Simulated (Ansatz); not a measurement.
Cu₃Pd: do energies and stresses tell the same story?

These are results of DFT PBEsol, scalar-relativistic, plane waves, PAW in Ansatz 0.2.0, not measurements.

Plane waves to 420 eV, a k mesh through Γ of 12×12×12 on the computed 4-atom cell and Gaussian smearing (0.10 eV); no spin polarisation.

Relaxed cell: Pm-3m, a = 3.654 Å, b = 3.654 Å, c = 3.654 Å, α = 90.00°, β = 90.00°, γ = 90.00°, 4 atoms in the primitive cell. Whether it is the stable form of this composition wasn't checked.

Energies at zero smearing and pressures from the stress tensor, at volumes with shape and atoms relaxed:
| V (Å³/atom) | E − E(first) (meV/atom) | P (GPa) |
| --- | --- | --- |
| 11.463 | 0.00 | 12.92 |
| 11.829 | -21.19 | 5.88 |
| 12.195 | -27.68 | 0.02 |
| 12.561 | -21.95 | -4.86 |
| 12.927 | -6.04 | -8.90 |

**Question.** Check P = −dE/dV between neighbouring volumes, and get the bulk modulus from the pressures alone.

**Answer.** With 1 eV/Å³ = 160.2 GPa:
```csv
middle V (Å³/atom),−ΔE/ΔV (GPa),mean P (GPa)
11.646,9.279,9.401
12.012,2.845,2.952
12.378,-2.512,-2.418
12.744,-6.966,-6.879
```

The two differ by 0.12 GPa at most. The mean of two end pressures misses the average over a step by about ΔV² P″/12, up to 0.11 GPa here; with that taken off 0.02 GPa remains. Around V = 12.195 Å³/atom, the two neighbours give B = −V ΔP/ΔV = 12.195 × 10.74 / 0.732 = 179.0 GPa, against B0 = 178.0 GPa from the Birch–Murnaghan fit of the energies.